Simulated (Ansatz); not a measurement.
MgTe (wurtzite, P6_3mc), PBEsol in the plane-wave PAW code Ansatz. The conduction-band minimum lies at Γ, with 1 equivalent valley. Second derivatives d²E/dk² of the lowest band at one valley (eV·Å²), along Cartesian directions:

| direction | d²E/dk² |
|---|---|
| [100] | 44.26 |
| [010] | 44.26 |
| [001] | 49.22 |
| [110] | 44.26 |
| [101] | 46.76 |
| [011] | 46.76 |

Task: Find the principal effective masses, the density-of-states mass and the conductivity mass.

Result: Off-diagonal terms follow from H_xy = H[110] − (H_xx + H_yy)/2, and m*/mₑ = 7.620 eV·Å² over each eigenvalue: 0.15, 0.17, 0.17. One valley's DOS mass (m₁m₂m₃)^(1/3) = 0.17, conductivity mass 3/(Σ 1/mᵢ) = 0.17 mₑ.

Task: What effective density of states Nc follows at 300 K for parabolic valleys?

Result: Nc = 2.509e19 × 1 × (0.17)^(3/2) ≈ 1.8e18 cm⁻³.

The cell was relaxed with PBEsol under the symmetry of its start. Scalar-relativistic: spin–orbit coupling is off unless named, which matters more the heavier the elements.

Potentials: the later of the program's two PAW sets.

Edges and masses are those of Kohn–Sham bands, whose gap is no quasiparticle gap.
